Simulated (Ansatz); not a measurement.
GaN:
```
GaN
1.0
    3.15426     0.00000     0.00000
   -1.57713     2.73167     0.00000
    0.00000     0.00000     7.59751
Ga N
2 2
Direct
  0.66667   0.33333   0.25000
  0.33333   0.66667   0.75000
  0.00000   0.00000   0.75000
  0.00000   0.00000   0.25000
```

Relaxed with LDA. Special points in fractions of this cell's reciprocal vectors: Γ (0.000, 0.000, 0.000); M (0.500, 0.000, 0.000); K (0.333, 0.333, 0.000); A (0.000, 0.000, 0.500); L (0.500, 0.000, 0.500); H (0.333, 0.333, 0.500).

Q: List the band energies nearest the valence-band maximum at these points for the program Ansatz at the LDA level (PAW).

A: In eV from the valence-band maximum; about four levels below and three above (degenerate sets whole), none deeper than 8.9 eV; points with the same levels are listed once.

| k | below | above |
|---|---|---|
| Γ | -0.63 -0.63 -0.59 -0.59 | 1.22 3.53 5.55 |
| M | -2.59 -2.51 -1.21 -0.31 | 3.03 4.50 5.65 |
| K | -4.90 -4.90 -0.77 0.00 | 4.27 4.27 6.99 6.99 |
| A | -0.61 -0.61 -0.61 -0.61 | 2.39 2.39 6.65 6.65 |
| L | -2.55 -2.55 -0.79 -0.79 | 4.10 4.10 5.05 5.05 |
| H | -4.92 -4.92 -0.41 -0.41 | 4.49 4.49 6.66 6.66 |

Space group P6_3/mmc. The workflow started from a Materials Project entry (that database holds measured and hypothetical structures alike); the Crystallography Open Database copy checked does not list it. It is not the phase usual at ambient conditions (space group No. 186, 216). The LDA relaxation kept the symmetry of its start; phonons on a q-mesh show weakly imaginary modes. A crystal of weakly bound layers computed without a dispersion correction: the cell and the soft elastic constants depend strongly on that. Spin–orbit coupling is left out wherever it is not named.

Potentials: the later of the program's two PAW sets.
